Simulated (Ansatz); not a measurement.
# CsTl: a bulk modulus from differences

The cell was found from a structure generator's guess, not taken from experiment.

All numbers below come from Ansatz 0.2.0, DFT PBE, scalar-relativistic, plane waves, PAW. The final run on the 2-atom cell used 420 eV, a Γ-centred 12×12×12 mesh, 0.10 eV smearing and no spin polarisation.

```yaml
crystal:
  lattice:
    - [4.66360, 0.00000, 0.00000]
    - [0.00000, 4.66360, 0.00000]
    - [0.00000, 0.00000, 4.66360]
  atoms:
    - { symbol: Cs, position: [0.50000, 0.50000, 0.50000] }
    - { symbol: Tl, position: [0.00000, 0.00000, 0.00000] }
```

The cell was set to several volumes, with shape and atoms relaxed at each where symmetry leaves them free. Pressure is positive in compression, and energies count from the lowest row. No row has a gap on its mesh.

```
row  V (Å³/atom)  P (GPa)  ΔE (meV/atom)
  1       44.629     1.25           20.5
  2       46.150     0.85           10.8
  3       47.672        ?              ?
  4       49.193     0.24            1.1
  5       50.715     0.01            0.0
  6       52.236    -0.19            0.9
  7       53.757    -0.36            3.4
  8       55.786    -0.54            9.1
```

Problem. Find B = −V·ΔP/ΔV from rows 4 and 6 and from rows 1 and 2, and from the two its slope B′ and its value B0 at zero pressure.

Solution. Rows 4 and 6 give −(49.193 + 52.236)/2 × (-0.19 − (0.24))/(52.236 − 49.193) = 7.2 GPa at a mean pressure of 0.02 GPa. Rows 1 and 2 give −(44.629 + 46.150)/2 × (0.85 − (1.25))/(46.150 − 44.629) = 11.9 GPa at a mean pressure of 1.05 GPa. So B′ = (11.9 − 7.2)/(1.05 − (0.02)) = 4.56 and B0 = 7.2 − 4.56 × (0.02) = 7.1 GPa. A third-order Birch–Murnaghan fit to all the energies gives B0 = 7.0 GPa and B′ = 4.8.

Problem. Estimate the pressure and energy of row 3.

Solution. From row 5, V0 = 50.715 × (1 + (0.01)/7.1) = 50.786 Å³/atom. Murnaghan's form P = (B0/B′)·[(V0/V)^B′ − 1] gives (7.1/4.56) × [(50.786/47.672)^4.56 − 1] = 0.52 GPa; the computed pressure is 0.52 GPa, so the estimate is off by 0.00 GPa. The work of compression from row 4, with the mean of the two pressures, gives ΔE = 1.1 + (0.52 + 0.24)/2 × (49.193 − 47.672)/160.2 × 1000 = 4.7 meV/atom (1 eV/Å³ = 160.2 GPa); the computed value is 4.5 meV/atom.

These runs have no spin–orbit coupling, which can matter for Tl. The cell is a metal run without spin; a magnetic state may lie lower. All volumes keep the k mesh of the relaxed cell. A later test with randomly moved atoms came back to the same energy, though modes that don't fit the test's cell weren't probed.
